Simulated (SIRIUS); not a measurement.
A self-consistent single point of HfSi (P1, 8 atoms in the cell; from Materials Project mp-1042, changed as shown).

```
HfSi
1.0
    6.95710     0.00000     0.00000
    0.00000     3.82023     0.00000
    0.00000     0.00000     5.29553
Hf Si
4 4
Cartesian
  4.69702   0.99506   1.98259
  2.26008   2.86517   3.31294
  5.73863   2.86517   4.63036
  1.21847   0.95506   0.66517
  3.77854   0.95506   4.55877
  3.17856   2.86517   0.73677
  6.65711   2.86517   1.91100
  0.29999   0.95506   3.38453
```

Method: PBEsol, GBRV PBEsol ultrasoft pseudopotentials (plane waves; SIRIUS).

SIRIUS settings:

| key | value |
|---|---|
| parameters.ngridk | 4 4 4 |
| parameters.xc_functionals | [XC_GGA_X_PBE_SOL, XC_GGA_C_PBE_SOL] |
| parameters.gk_cutoff | 6.325 1/bohr |
| parameters.pw_cutoff | 14.143 1/bohr |
| parameters.smearing | cold |
| parameters.smearing_width | 0.00999582 Ha |
| potentials | GBRV PBEsol ultrasoft pseudopotentials |
| parameters.electronic_structure_method | pseudopotential |
| parameters.num_bands | 38 |
| parameters.num_mag_dims | 0 |
| parameters.num_dft_iter | 100 |
| parameters.energy_tol | 1e-07 Ha |
| parameters.density_tol | 1e-06 |
| mixer.type | anderson |
| mixer.beta | 0.3 |
| mixer.use_hartree | true |

Results:

| Property | Value |
|---|---|
| Number of valence electrons | 64 |
| Number of bands | 38 |
| Number of k-points after the program's reduction | 36 |
| Number of plane waves (most at a k-point) | 4080 |
| Number of SCF iterations | 21 |
| FFT grid | 64 × 36 × 48 |
| Free energy E − TS | -9155.2312 eV |
| Fermi level (on the code's own zero) | 13.55 eV |
| Pressure | -7.83 GPa |
| Largest force (vector length) | 0.383 eV/Å |

Forces (eV/Å):
| atom | Fx | Fy | Fz |
|---|---|---|---|
| Hf1 | 0.027 | -0.382 | -0.003 |
| Hf2 | -0.030 | 0.031 | 0.008 |
| Hf3 | -0.028 | 0.034 | -0.008 |
| Hf4 | 0.028 | 0.009 | 0.008 |
| Si5 | 0.049 | 0.006 | -0.113 |
| Si6 | -0.056 | 0.161 | 0.110 |
| Si7 | -0.042 | 0.146 | -0.115 |
| Si8 | 0.051 | -0.004 | 0.114 |

Stress (GPa, positive for compression):
```
-8.00  -0.02   0.01
-0.02  -7.00  -0.08
 0.01  -0.08  -8.48
```

For comparison: a first run was changed to give this one (atom 1 moved by +0.04 angstrom along y), and from it to this one the free energy hardly moves (within 1 meV/atom), the pressure hardly changes (-7.86 to -7.83 GPa) and the largest force goes from 0.126 to 0.383 eV/Å.

The structure comes from a collection of computed structures, made at another level of theory; the collection holds predicted forms beside known ones. Its lattice was then scaled. No clean gap shows at this smearing width and mesh (spacing up to 0.41 Å⁻¹); the mesh is coarse for partly filled bands, so the values carry mesh errors.

Cost on one core: about 2.8 core-minutes (a rough figure).
